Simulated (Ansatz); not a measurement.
# Computed scan of one atom of the cell: As (A7 type, space group R-3m)

Starting cell, As (A7 type, space group R-3m):

```
As
1.0
    1.89202     1.09236     3.36884
   -1.89202     1.09236     3.36884
    0.00000    -2.18472     3.36884
As
2
Direct
  0.23031   0.23031   0.23031
  0.76969   0.76969   0.76969
```

In this cell atom 2 (As, nearest neighbour As at 2.535 Å; its periodic images, 3.8 Å or more away, move with it) is moved by s along Cartesian [110], unit vector (0.707, 0.707, 0.000); all other atoms and the cell stay fixed.

Level of theory: PBE-D3(BJ) (plane waves to 420 eV, PAW, scalar-relativistic; Ansatz, a first-principles code). k mesh 9×9×9 (Γ-centred), Fermi-Dirac smearing 0.05 eV. The energy includes the smearing's −TS. Compression counts positive. With partly filled bands, energies and forces of such displacements shift with the k mesh and the smearing. F∥ is the force on the atom along that direction. F⊥ is the part of the force across the line. As was relaxed with its symmetry unable to fall. The PAW data are Ansatz's earlier set. ΔE is measured from the undisplaced structure.

```tsv
s (Å)	ΔE (meV/cell)	F∥ (eV/Å)	|F⊥| (eV/Å)	P (GPa)
-0.250	139	1.206	0.647	2.0
-0.200	86	0.911	0.418	1.2
-0.150	47	0.656	0.232	0.7
-0.100	20	0.421	0.096	0.3
-0.050	5	0.200	0.014	0.1
0.000	0	0.000	0.017	0.0
0.050	5	-0.179	0.015	0.1
0.100	18	-0.342	0.094	0.2
0.150	39	-0.492	0.219	0.6
0.200	67	-0.643	0.386	1.0
0.250	104	-0.836	0.580	1.6
```

Summary:

- Energy at s = 0.250 Å = 104 meV/cell
- Force along the line at s = -0.250 Å = 1.21 eV/Å
- Symmetry of the curve = not even: the negative side lies higher at ±0.250 Å
- Shape of the curve = a single well with its minimum at or next to zero displacement
- Force constant k = d²E/ds² at s = 0 (finite differences) = 3.79 eV/Å²
- Harmonic estimate at the end of the scan = ½ks² = 118 meV/cell against the computed 104 meV/cell, so the well is softer than harmonic there

(For displaced atoms, the force is minus the slope of the energy, and its curvature is a force constant, which sets phonon frequencies.)
